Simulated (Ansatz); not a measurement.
Relaxed BN (space group P6_3/mmc):

```
BN
1.0
    2.48795     0.00000     0.00000
   -1.24398     2.15463     0.00000
    0.00000     0.00000     6.53177
B N
2 2
Direct
  0.00000   0.00000   0.75000
  0.00000   0.00000   0.25000
  0.66667   0.33333   0.25000
  0.33333   0.66667   0.75000
```

The atoms are displaced by Q × the pattern below (from a DFPT mode at Γ, largest move 1; Q in Å), at fixed cell. It is one choice among 2 degenerate patterns.

| atom | x | y | z |
|---|---|---|---|
| B1 | 0.000 | -1.000 | 0.000 |
| B2 | 0.000 | 1.000 | 0.000 |
| N3 | 0.000 | -0.776 | 0.000 |
| N4 | 0.000 | 0.776 | 0.000 |

These are LDA (plane waves to 420 eV, PAW, scalar-relativistic; Ansatz, a program for electronic structure) values and carry that method's errors. k mesh 15×15×5 (Γ-centred), Fermi-Dirac smearing 0.05 eV. BN was relaxed with its symmetry unable to fall. 

```json
[
 {"Q (Å)": "-0.100", "−dE/dQ from forces (eV/Å)": "36.628"},
 {"Q (Å)": "-0.083", "−dE/dQ from forces (eV/Å)": "28.936"},
 {"Q (Å)": "-0.067", "−dE/dQ from forces (eV/Å)": "22.014"},
 {"Q (Å)": "-0.050", "−dE/dQ from forces (eV/Å)": "15.734"},
 {"Q (Å)": "-0.033", "−dE/dQ from forces (eV/Å)": "10.010"},
 {"Q (Å)": "-0.017", "−dE/dQ from forces (eV/Å)": "4.782"},
 {"Q (Å)": "0.000", "−dE/dQ from forces (eV/Å)": "0.000"},
 {"Q (Å)": "0.017", "−dE/dQ from forces (eV/Å)": "-4.357"},
 {"Q (Å)": "0.033", "−dE/dQ from forces (eV/Å)": "-8.299"},
 {"Q (Å)": "0.050", "−dE/dQ from forces (eV/Å)": "-11.830"},
 {"Q (Å)": "0.067", "−dE/dQ from forces (eV/Å)": "-14.937"},
 {"Q (Å)": "0.083", "−dE/dQ from forces (eV/Å)": "-17.604"},
 {"Q (Å)": "0.100", "−dE/dQ from forces (eV/Å)": "-19.813"}
]
```

Q: What harmonic wavenumber does the curvature at Q = 0 give?

A: 1391 cm⁻¹. E″ = 273.97 eV/Å², M = Σ mᵢ|uᵢ|² = 38.5 u, ν̃ = 521.5·√(|E″|/M).

(A displaced cell: forces are minus the slopes of the energy, force constants its curvatures, and phonons follow from these.)
